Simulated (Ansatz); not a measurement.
Ga:
```
Ga
1.0
    3.81059    -2.30761     0.00000
    3.81059     2.30761     0.00000
    0.00000     0.00000     4.55475
Ga
4
Direct
  0.99483   0.33101   0.25000
  0.00517   0.66899   0.75000
  0.33101   0.99483   0.75000
  0.66899   0.00517   0.25000
```

Relaxed with r²SCAN.

Question: Which orbitals make up the states near the Fermi level in r²SCAN (plane waves, PAW; program Ansatz)?

Answer: Within 0.5 eV of the Fermi level: Ga 4p 81 %, Ga 4s 17 %. Projections are on Löwdin-orthogonalised atomic valence shells; empty p or d shells of many metals are not among them.

Question: Tabulate the density of states.

Answer: States/eV per cell of 4 atoms, in 0.25 eV bins, energy from the Fermi level.

```
E (eV)  total  Ga 4p  Ga 4s  Ga 3d
------  -----  -----  -----  -----
-7.85    0.91   0.44   0.46   0.01
-7.60    1.02   0.49   0.51   0.01
-7.35    1.16   0.56   0.58   0.01
-7.10    0.95   0.46   0.47   0.01
-6.85    0.73   0.36   0.36   0.01
-6.60    0.73   0.37   0.35   0.01
-6.35    0.97   0.50   0.45   0.01
-6.10    0.97   0.50   0.46   0.01
-5.85    1.04   0.54   0.49   0.01
-5.60    1.32   0.69   0.61   0.01
-5.35    1.24   0.64   0.58   0.01
-5.10    1.20   0.60   0.58   0.01
-4.85    1.15   0.57   0.57   0.01
-4.60    1.13   0.54   0.57   0.01
-4.35    0.96   0.48   0.47   0.01
-4.10    0.88   0.47   0.40   0.01
-3.85    0.84   0.48   0.35   0.01
-3.60    0.98   0.65   0.31   0.01
-3.35    1.13   0.81   0.30   0.01
-3.10    1.36   1.01   0.33   0.01
-2.85    1.46   1.13   0.30   0.01
-2.60    1.51   1.21   0.28   0.01
-2.35    1.61   1.32   0.27   0.01
-2.10    1.68   1.38   0.27   0.01
-1.85    1.70   1.40   0.28   0.01
-1.60    1.74   1.43   0.28   0.01
-1.35    1.89   1.58   0.28   0.01
-1.10    1.71   1.47   0.21   0.01
-0.85    1.56   1.35   0.19   0.01
-0.60    1.37   1.15   0.20   0.01
-0.35    1.11   0.92   0.17   0.01
-0.10    0.63   0.51   0.11   0.01
0.15     0.57   0.46   0.10   0.00
0.40     0.74   0.59   0.14   0.01
0.65     1.21   0.91   0.26   0.01
0.90     1.17   0.82   0.31   0.01
1.15     1.43   0.95   0.43   0.01
1.40     1.71   1.05   0.58   0.01
1.65     2.08   1.27   0.70   0.01
1.90     1.92   1.23   0.60   0.01
2.15     1.52   0.98   0.46   0.01
2.40     1.51   0.97   0.45   0.01
2.65     1.71   1.12   0.49   0.01
2.90     1.86   1.26   0.48   0.01
3.15     2.00   1.41   0.45   0.01
3.40     1.70   1.23   0.35   0.01
3.65     1.72   1.26   0.33   0.01
3.90     2.00   1.46   0.38   0.01
4.15     2.02   1.46   0.38   0.01
4.40     1.93   1.40   0.35   0.01
4.65     1.94   1.43   0.30   0.01
```

Space group Cmcm. The first step of the workflow began from a Materials Project structure, measured or hypothetical; the Crystallography Open Database files this formula in space group No. 63, but the cells were not matched. It is not the phase usual at ambient conditions (space group No. 64). The r²SCAN relaxation kept the symmetry of its start; whether a distortion lowers the energy is not shown. Spin–orbit coupling is left out wherever it is not named.

Potentials: the later of the program's two PAW sets.
